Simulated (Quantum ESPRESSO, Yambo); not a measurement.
**G0W0 results for Rb2NaAlF6**

```cif
data_AlF6NaRb2
_chemical_formula_sum 'F6 Na1 Al1 Rb2'
_space_group_name_H-M_alt 'P 1'
_space_group_IT_number 1
_cell_length_a 5.97454
_cell_length_b 5.97454
_cell_length_c 5.97454
_cell_angle_alpha 60.000
_cell_angle_beta 60.000
_cell_angle_gamma 60.000
loop_
_space_group_symop_operation_xyz
  'x, y, z'
loop_
_atom_site_label
_atom_site_type_symbol
_atom_site_fract_x
_atom_site_fract_y
_atom_site_fract_z
_atom_site_occupancy
F1 F 0.78110 0.21890 0.21890 1
F2 F 0.21890 0.78110 0.78110 1
F3 F 0.21890 0.78110 0.21890 1
F4 F 0.78110 0.21890 0.78110 1
F5 F 0.21890 0.21890 0.78110 1
F6 F 0.78110 0.78110 0.21890 1
Na1 Na 0.50000 0.50000 0.50000 1
Al1 Al 0.00000 0.00000 0.00000 1
Rb1 Rb 0.75000 0.75000 0.75000 1
Rb2 Rb 0.25000 0.25000 0.25000 1
```

The geometry is that of Materials Project entry mp-1079583, symmetrised and not relaxed again.

Starting point: norm-conserving PBEsol (Quantum ESPRESSO, 88 Ry, without SOC). G0W0 in Yambo: 2×2×2 Γ-centred k mesh, bands 2 to 286 and a 8 Ry block in the screening, 286 bands in G with the Bruneval-Gonze terminator, plasmon pole fitted at 27.2 eV.

The PBEsol gap along the band path comes out as 6.65 eV, the PBEsol gap between the mesh's edge points (Γ → Γ) comes out as 6.65 eV and the G0W0 gap between the same points is 10.67 eV.

```
k point  band  E PBEsol (eV)  E QP (eV)  shift (eV)     Z
-------  ----  -------------  ---------  ----------  ----
Γ          VB           0.00      -2.66       -2.66  0.82
Γ          CB           6.65       8.01        1.36  0.90
L          VB          -0.11      -2.79       -2.68  0.82
L          CB           8.73      10.29        1.56  0.89
```

Energies count from the PBEsol valence-band maximum.

Nearest settings tried, and what they do to the gap: 222 bands in W, 222 bands in G: +22 meV; 6 Ry block (283 vectors against 411): -11 meV; 1×1×1 mesh: -169 meV. So the settings aren't converged at that level. The k mesh is coarse.

The structure is a Materials Project entry; no match was found in the copy of COD used, and its stability was not checked.
